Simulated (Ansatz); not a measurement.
Mg$_{2}$Cu:
```
CELL_PARAMETERS angstrom
     -3.19506     3.19752     2.61151
      3.19506    -3.19752     2.61151
      3.19506     3.19752    -2.61151
ATOMIC_POSITIONS crystal
  Mg 0.83116 0.66875 0.49990
  Mg 0.16884 0.33125 0.50010
  Mg 0.66884 0.16875 0.83759
  Mg 0.33116 0.83125 0.16241
  Cu 0.25000 0.25000 0.00000
  Cu 0.75000 0.75000 0.00000
```

Relaxed with r²SCAN.

**Question.** Map the electron localisation function on the plane through (0.831, 0.669, 0.500) spanned by u = [0, 0, 1] and v = [1, -1, 0] in lattice vectors, from plane-wave PAW r²SCAN (Ansatz code).

**Answer.** x is the fraction of u, y of v (the angle between them is 90°; rows are the nearest grid lines); atoms in the plane: Mg at (0.00, 0.00), Mg at (0.00, 0.34), Cu at (0.50, 0.42), Cu at (0.50, 0.92).
```
|124300343111111111343003421|
|443101331123676321133100344|
|210003421125999521124300012|
|001244431112454211134442100|
|334444443211111112344444433|
|444433233444333444332334444|
|443210001234444432100012344|
|442000000002444200000000244|
|431000000002444200000000134|
|443100000124454421000001344|
|444321112344444443211123444|
|444444443321111123344444444|
|112344432112232211234443211|
|000013421125999521124310000|
|432002321124898421123200234|
|124300332111222111233003421|
|344200344322212223443002443|
|000003445444444444544300000|
|000134444555555555444431000|
|444444444444444444444444444|
|001234444445555544444432100|
|220002444444444444444200022|
|443100344433222334443001344|
|124300343111111111343003421|
```
Scale: ten equal steps from 0.036 (start of '0') to 0.928 (end of '9'), in the order '0123456789'; x runs from 0.000 to 1.00, y from 0.000 (bottom) to 1.00 (top).

The density is the valence pseudo-density with augmentation charge, so density and ELF within about 1 Å of a nucleus are not all-electron values.

Space group I4/mcm. The workflow started from a Materials Project entry (that database holds measured and hypothetical structures alike); the Crystallography Open Database copy checked does not list it. COD files the formula under space group No. 70. Its standing as an ambient phase is unchecked. Symmetry was held in the r²SCAN relaxation; whether a distortion lowers the energy is not shown. The run is not spin-polarised.

Potentials: the later of the program's two PAW sets.
